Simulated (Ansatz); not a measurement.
Generalised stacking fault of TiN (rock salt) on the {110} plane. The cell below holds the perfect crystal with the plane normal along z; tilting its third vector by the shift puts one fault into each cell, between planes 1.50 Å apart, at fixed cell height.

```
CELL_PARAMETERS angstrom
      3.00290     0.00000     0.00000
      0.00000     4.24674     0.00000
      1.50145     2.12337     4.50434
ATOMIC_POSITIONS crystal
  N  0.00000 0.00000 0.83333
  N  0.33333 0.33333 0.16667
  N  0.66667 0.66667 0.50000
  Ti 0.00000 0.50000 0.83333
  Ti 0.33333 0.83333 0.16667
  Ti 0.66667 0.16667 0.50000
```

In-plane vectors a = (3.003, 0.000) Å, b = (0.000, 4.247) Å, area 12.75 Å². The shift is s times the vector a (length 3.003 Å), so s = 1 restores the start. Atoms relax along the normal only. γ = [E(shift) − E(0)] / area.

Level of theory: PBE (plane waves to 420 eV, PAW, scalar-relativistic; Ansatz, an electronic-structure program). k mesh 14×14×14 (Γ-centred), Fermi-Dirac smearing 0.05 eV. Energies are extrapolated to zero smearing. Some relaxations began with atoms very close together and may have settled on another branch. With partly filled bands, the k mesh leaves noise in γ, roughly 0.02 J/m² as judged from a few cases. Faults lie only 4.5 Å apart, and holding the cell height raises γ above its relaxed value. The PAW data are Ansatz's earlier set. TiN is run without spin polarisation. TiN was relaxed with its symmetry unable to fall. γ is measured from zero shift. The last digit holds for this mesh only.

| s | γ (J/m²) |
|---|---|
| 0.000 | 0.00 |
| 0.083 | 0.34 |
| 0.167 | 1.01 |
| 0.250 | 1.61 |
| 0.333 | 2.02 |
| 0.417 | withheld |
| 0.500 | 2.31 |
| 0.583 | withheld |
| 0.667 | 2.02 |
| 0.750 | 1.61 |
| 0.833 | 1.01 |
| 0.917 | 0.34 |

Fit a Fourier form (three harmonics of 1 − cos and sin) to the given rows and predict γ at s = 0.417.

Least squares on the 10 given rows: γ = (1.105)·[1 − cos(2πs)] + (0.233)·[1 − cos(4πs)] + (0.054)·[1 − cos(6πs)], in J/m²; root-mean-square residual 0.013 J/m². At 0.417 the fit gives 2.23 J/m²; the calculation gives 2.24 J/m², so the interpolation is off by -0.01 (-0.4 %). 

(The slope of γ gives the shear force per area between the displaced halves; near zero shift its curvature is an elastic stiffness.)
